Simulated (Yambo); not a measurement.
AlAs has the cubic space group F-43m (No. 216), the zinc blende structure, Pearson symbol cF8. Cell: a = b = c = 5.675 Å, α = β = γ = 90.00°. Al on 4a has 4 As at 2.457 Å (tetrahedral). As on 4d has 4 Al at 2.457 Å (tetrahedral). (Neighbours: up to the widest gap in distance over summed covalent radii, below 1.35, at either atom.)
(The calculation used a cell of 2 atoms; values per cell refer to that cell.)

AlAs (zinc blende, space group F-43m, No. 216) under isotropic strain (on all lattice vectors), counted from the cell relaxed with PBEsol, atoms relaxed at each step. PBEsol (pw.x of Quantum ESPRESSO, ONCV potentials, without SOC); G0W0 in Yambo (4×4×4 Γ-centred k mesh, 104 bands and a 10 Ry block in the screening, 104 bands in G with the Bruneval-Gonze terminator, plasmon pole fitted at 27.2 eV).

Unstrained, the direct gap at Γ is 1.89 eV in PBEsol and 3.01 eV in G0W0.

Task: How fast does it move with strain?

Result: Between -0.7 % and +1 % the direct gap at Γ has a volume deformation potential dE/dlnV of -8.7 eV in G0W0 and -7.7 eV in PBEsol. (G0W0: 3.197 eV at -0.7 %, 2.753 eV at +1 %; Δ ln V = 3 ln(1.01/0.993) = 0.0509.) Convergence of the GW settings isn't established. Spin-orbit splittings are left out.

The standard potential for As keeps a d shell in the valence without the s and p states of that shell. In tests on such compounds this moved G0W0 gaps by up to about 0.9 eV, so absolute quasiparticle energies here are unreliable; differences between settings are what counts.
